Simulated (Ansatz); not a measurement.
## Computed properties of SiO₂

SiO₂:
```
CELL_PARAMETERS angstrom
      3.77204     0.00000     0.00000
      0.00000     3.77204     0.00000
      0.00000     0.00000     3.77204
ATOMIC_POSITIONS crystal
  Si 0.50000 0.50000 0.50000
  Si 0.00000 0.00000 0.00000
  O  0.25000 0.25000 0.25000
  O  0.25000 0.75000 0.75000
  O  0.75000 0.75000 0.25000
  O  0.75000 0.25000 0.75000
```

Space group Pn-3m (No. 224); conventional cell a = b = c = 3.7720 Å, α = β = γ = 90.00°.

Method: plane-wave PAW HSE06 (Ansatz code). Structure relaxed to zero pressure with the same functional. Other levels are named where they apply.

Cell and energy:

```yaml
volume_per_atom: 8.94 Å³
density: 3.72 g/cm³
```

Electronic structure:

```yaml
band_gap: 6.89 eV (indirect)
valence_band_maximum: at R
conduction_band_minimum: at Γ
smallest_direct_gap_on_the_standard_path: 7.49 eV
```

Mechanics:

```yaml
Bulk modulus (Birch–Murnaghan fit): 304 GPa
Pressure derivative B′: 4.0
```

Charges:

```yaml
bader_charges: Si +3.35, O -1.67 e
```

The workflow started from a Materials Project entry (that database holds measured and hypothetical structures alike); the Crystallography Open Database copy checked does not list it. It is not the phase usual at ambient conditions (space group No. 92, 152, 154). Symmetry was held in the HSE06 relaxation; whether a distortion lowers the energy is not shown. The hybrid was solved on a coarse mesh, the path and, where they were found, the r²SCAN edge points; its band edges are the extreme levels among these.

Potentials: the earlier of the program's two PAW sets. The files were generated under PBE; for other functionals the program regenerates the frozen cores, and for LDA and PBEsol the local potential too.
